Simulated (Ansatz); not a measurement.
A geometry of Ru away from equilibrium: step 2 of the relaxation of a relaxed Ru cell displaced along its unstable phonon at q = (½, ½, 0) of its primitive reciprocal cell (264i cm⁻¹), largest move 0.15 Å. Calculation: r2SCAN (plane waves to 500 eV, PAW, scalar-relativistic; Ansatz, a quantum-chemistry and plane-wave program). Γ-centred k-mesh 15×15×15 on the run's cell (coarser than for final values), Fermi–Dirac smearing 0.05 eV. The plane waves were selected for a different cell earlier on the path.

```yaml
crystal:
  lattice:
    - [-3.13129, 3.13129, 2.71996]
    - [0.00000, 0.00000, 2.71996]
    - [1.60655, 1.60655, -1.35998]
  atoms:
    - { symbol: Ru, position: [0.00000, 0.92375, 0.84750] }
    - { symbol: Ru, position: [0.50000, 0.07625, 0.15250] }
```

Task: What forces act on the atoms (eV/Å)?

Result: 
```csv
atom,Fx,Fy,Fz
Ru1,-0.23,-0.23,0.00
Ru2,0.23,0.23,0.00
```

The path ends in P6₃/mmc (No. 194) (hcp (Mg type)). No spin polarisation in the result.

The run could not lose the symmetry of its start.

Of the parent cell (I4/mmm (No. 139)): it is a generated cell of Ru: the first start was made by placing the elements on the sites of a structure type, and the end was not matched to a known phase here, so it may be hypothetical. Known forms of Ru include space group No. 194.
